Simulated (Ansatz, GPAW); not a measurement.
**Moving the functional in GaSb3**

```
Sb Ga
1.0
     0.00000    3.73060    3.73060
     3.73060    0.00000    3.73060
     3.73060    3.73060    0.00000
Sb Ga
3 1
Direct
  0.50000 0.50000 0.50000
  0.75000 0.75000 0.75000
  0.25000 0.25000 0.25000
  0.00000 0.00000 0.00000
```

The cell comes from a database or a generator and needn't be the stable form of this composition.

Kept alike: task band structure; k mesh 6 × 6 × 6; occupations fermi-dirac, width 0.05 eV; no spin polarisation. Program: GPAW, potentials by row: the program's PAW data sets (release 1.2.1) made for this functional (LDA); GPAW PAW data sets (gpaw-data 1.2.1) (PBE); PAW data sets generated for this functional (PBEsol), cutoff 600 eV. The mesh is that of the run's cell of 4 atoms. No spin-orbit coupling.

| functional | pressure (GPa) |
| --- | --- |
| LDA | -4.79 |
| PBE | -0.86 |
| PBEsol | -3.76 |

Pressure is positive in compression; the values hold the error of the finite cutoff, so their zero can differ a little from the energy's minimum. For a metal such a mesh leaves the last digits unconverged.

The pressure runs from -4.79 (LDA) to -0.86 GPa (PBE). From PBE: LDA -3.93; PBEsol -2.90. A positive pressure means that the functional's own cell is larger than the one given, a negative one that it is smaller. A twin series (Ansatz, all-electron LAPW, scalar-relativistic) moves it by +1.031 between LDA and PBEsol, against +1.032 GPa here.
